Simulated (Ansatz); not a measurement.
TePb (zinc blende, F-43m), a = b = c = 7.336 Å, α = β = γ = 90.00°; the cell used has 2 atoms.

Relaxed with PBE.

Q: Which orbitals make up the states near the band edges in PBE (plane waves, PAW; program Ansatz)?

A: Top 1 eV of the valence band: Te 5p 76 %, Pb 6s 11 %, Pb 6p 10 %. Bottom 1 eV of the conduction band: Pb 6p 79 %, Te 5p 9 %, Te 5s 8 %. Projections are on Löwdin-orthogonalised atomic valence shells; empty p or d shells of many metals are not among them.

Q: Tabulate the density of states.

A: States/eV per cell of 2 atoms, in 0.25 eV bins, energy from the valence-band maximum.

```csv
E (eV),total,Te 5p,Pb 6p,Pb 6s
-7.86,2.11,0.25,0.05,1.57
-7.61,1.13,0.12,0.02,0.81
-7.36,0.70,0.06,0.01,0.49
-7.11,0.47,0.04,0.01,0.32
-6.86,0.31,0.02,0.00,0.21
-6.61,0.18,0.01,0.00,0.13
-6.36,0.05,0.00,0.00,0.03
-6.11,0.00,0.00,0.00,0.00
-5.86,0.00,0.00,0.00,0.00
-5.61,0.00,0.00,0.00,0.00
-5.36,0.00,0.00,0.00,0.00
-5.11,0.00,0.00,0.00,0.00
-4.86,0.00,0.00,0.00,0.00
-4.61,0.00,0.00,0.00,0.00
-4.36,0.00,0.00,0.00,0.00
-4.11,0.00,0.00,0.00,0.00
-3.86,0.00,0.00,0.00,0.00
-3.61,0.00,0.00,0.00,0.00
-3.36,0.00,0.00,0.00,0.00
-3.11,0.00,0.00,0.00,0.00
-2.86,3.12,1.90,1.17,0.01
-2.61,3.33,2.08,1.19,0.02
-2.36,3.55,2.33,1.18,0.02
-2.11,3.23,2.24,0.95,0.01
-1.86,1.99,1.46,0.51,0.01
-1.61,0.88,0.66,0.19,0.01
-1.36,0.77,0.55,0.16,0.04
-1.11,1.25,0.90,0.22,0.09
-0.86,1.46,1.06,0.22,0.13
-0.61,2.04,1.55,0.21,0.22
-0.36,2.01,1.56,0.15,0.24
-0.11,0.37,0.30,0.02,0.05
0.14,0.00,0.00,0.00,0.00
0.39,0.00,0.00,0.00,0.00
0.64,0.07,0.00,0.06,0.00
0.89,0.61,0.02,0.51,0.00
1.14,0.89,0.06,0.71,0.01
1.39,1.29,0.14,1.00,0.01
1.64,1.73,0.23,1.30,0.01
1.89,2.41,0.39,1.76,0.02
2.14,2.25,0.47,1.59,0.01
2.39,1.47,0.37,1.01,0.00
2.64,2.01,0.56,1.29,0.01
2.89,3.16,0.96,1.85,0.01
3.14,2.30,0.69,1.31,0.01
3.39,2.88,0.87,1.61,0.02
3.64,1.76,0.51,0.97,0.00
3.89,0.87,0.27,0.49,0.00
4.14,0.30,0.10,0.18,0.00
4.39,0.03,0.00,0.00,0.00
4.64,0.06,0.00,0.00,0.00
4.89,0.09,0.00,0.00,0.00
5.14,0.31,0.00,0.00,0.00
5.39,1.80,0.04,0.09,0.00
```

The start of the workflow was typed in or built on a structure type; neither database checked (COD, Materials Project) lists it. It is not the phase usual at ambient conditions (space group No. 225). The PBE relaxation kept the symmetry of its start; whether a distortion lowers the energy is not shown. Scalar-relativistic: spin–orbit coupling is off unless named, which matters more the heavier the elements.

Potentials: the earlier of the program's two PAW sets.
